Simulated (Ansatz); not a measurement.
This Cu₃Ni₂ structure is the end of a relaxation. The cell was found from a structure generator's guess, not taken from experiment.

Computed with DFT PBE, scalar-relativistic, plane waves, PAW in Ansatz 0.2.0. Cutoff 420 eV, Γ-centred mesh, Gaussian smearing, collinear spin.

```yaml
crystal:
  lattice:
    - [-1.26594, 1.26594, 8.96085]
    - [1.26594, -1.26594, 8.96085]
    - [1.26594, 1.26594, -8.96085]
  atoms:
    - { symbol: Cu, position: [0.39722, 0.39722, 0.00000] }
    - { symbol: Cu, position: [0.00000, 0.00000, 0.00000] }
    - { symbol: Cu, position: [0.60278, 0.60278, 0.00000] }
    - { symbol: Ni, position: [0.79700, 0.79700, 0.00000] }
    - { symbol: Ni, position: [0.20300, 0.20300, 0.00000] }
```

Formation energies are uncorrected and refer to the elements' standard structures at the same level.

Task: What space group does it have?

Result: I4/mmm (No. 139), with Cu and Ni ordered on fcc sites. Conventional cell: a = 2.532 Å, c = 17.922 Å. Around Cu on a site of symmetry 4mm lie 8 Cu at 2.53–2.57 Å and 4 Ni at 2.54 Å; Cu on a site of symmetry 4/mmm has 12 Cu at 2.53–2.57 Å; Ni has 8 Ni at 2.46–2.53 Å and 4 Cu at 2.54 Å.

Task: What is its formation energy per atom?

Result: +0.02 eV/atom. The formation energy is too near zero to say whether this cell lies below the elements.

Task: Is it a metal?

Result: Yes, bands cross the Fermi level on the 20×20×20 mesh.

Task: Which magnetic moments does it keep?

Result: 0.17 μB per atom net, the space between the atoms included; by site: Ni 0.5 (×2) μB.

The last run used collinear spin, a 20×20×20 mesh for its 5-atom cell and Gaussian smearing of 0.10 eV. For metals, differences of a few meV/atom aren't resolved. Another magnetic order may lie lower. A structure relaxed within its symmetry needn't be a true minimum.
